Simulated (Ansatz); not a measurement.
GaN (wurtzite)

```
GaN
1.0
    3.18330     0.00000     0.00000
   -1.59165     2.75682     0.00000
    0.00000     0.00000     5.18388
Ga N
2 2
Direct
  0.66667   0.33333   0.00099
  0.33333   0.66667   0.50099
  0.66667   0.33333   0.62421
  0.33333   0.66667   0.12421
```

The slice is a (0001) plane (indices of the conventional cell) through the point (0.333, 0.667, 0.501) (fractional), spanned by u = [110] and v = [1 -1 0] in vectors of this cell: u (3.18 Å) and v (5.51 Å, at 90° to u). It covers one period; positions are fractions (u, v).

The numbers are results of r2SCAN (plane waves to 500 eV, PAW, scalar-relativistic; Ansatz, a first-principles code), not measurements. k mesh 12×12×7. Inside the PAW spheres the values are not all-electron values, and peaks at nuclei hang on which shells count as valence. GaN was relaxed with its symmetry unable to fall. The PAW data are Ansatz's earlier set.

Problem. Predict the map of the electrostatic potential energy of an electron, from the cell's mean on the slice.

Solution. 
```
|xxxx +#%#+ xxx|
|xxx  ++x++  xx|
|xx  ==xxx==  x|
|   +*xxxxx*+  |
|=+*%%+xxx+%%*+|
|%%@@@#+x+#@@@%|
|@@@@%*+=+*%@@@|
|@@@#=     =#@@|
|@@#=  xxx  =#@|
|@%*  xxxxx  *%|
|@%+ xxxxxxx +%|
|@%= xxxxxxx =%|
|%#+ xxxxxxx +#|
|x++  xxxxx  ++|
|xx==  xxx  ==x|
|xxx*+     +*xx|
|xx+%%*+=+*%%+x|
|x+#@@@%%%@@@#+|
|=+*%@@@@@@@%*+|
|   =#@@@@@#=  |
|xx  =#@@@#=  x|
|xxx  *%@%*  xx|
|xxxx +%@%+ xxx|
|xxxx =%@%= xxx|
```
Scale: ten equal steps from -5.00 (start of ' ') to 3.99 (end of '@'), in the order ' .:-=+*#%@'. Values: electrostatic potential energy of an electron, from the cell's mean, in eV. The map has 14 points along u (one character each, u = 0 at the left) and 24 along v (v = 0 in the bottom row). Points within 0.8 Å of a nucleus are blanked (x), as the pseudised field means little there. Values under -5 eV are set to -5. The zero, the cell's mean, hangs on the PAW cores.
